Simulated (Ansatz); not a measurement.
The elements of this relaxed trial sheet are hidden behind letters. Only a and b repeat, and vacuum parts the sheet from its images along c.

```
lattice vectors (Å)
   4.0251    0.0000    0.0000
   0.0000    4.0251    0.0000
   0.0000    0.0000   28.0400
fractional positions
X 0.0000 0.0000 0.2526
Z 0.5000 0.5000 0.2760
Z 0.5000 0.0000 0.3420
Z 0.0000 0.5000 0.3420
```

These are results of DFT PBE, scalar-relativistic, plane waves, PAW (Ansatz 0.2.0), not measurements. Cutoff 420 eV, Γ-centred 12×12×1 mesh (4-atom cell), Gaussian smearing of 0.10 eV, no spin polarisation.

* Layer group: p4mm (No. 55)
* In-plane cell: a = 4.025 Å, b = 4.025 Å, γ = 90.0°
* Area per atom: 4.05 Å²
* Thickness between the outermost nuclei: 2.51 Å
* Energy over the elements: +0.26 eV/atom
* Gap on the 12×12×1 mesh of the 4-atom cell: 0 eV (a metal)

Energies are uncorrected and count from the elements' standard states at the same level.

**Question.** X is a d-block element of period 5 and Z is a p-block element of period 3. Which elements are they?

**Answer.** X = Y, Z = Al, so the formula is YAl3. Y at height 0.00 Å has 8 Al at 2.92–3.21 Å; Al at height 0.66 Å has 4 Al at 2.73 Å and 4 Y at 2.92 Å; Al at height 2.51 Å has 6 Al at 2.73–2.85 Å. Other elements may fit the hints; this set was computed.

A structure relaxed within its symmetry needn't be a true minimum.
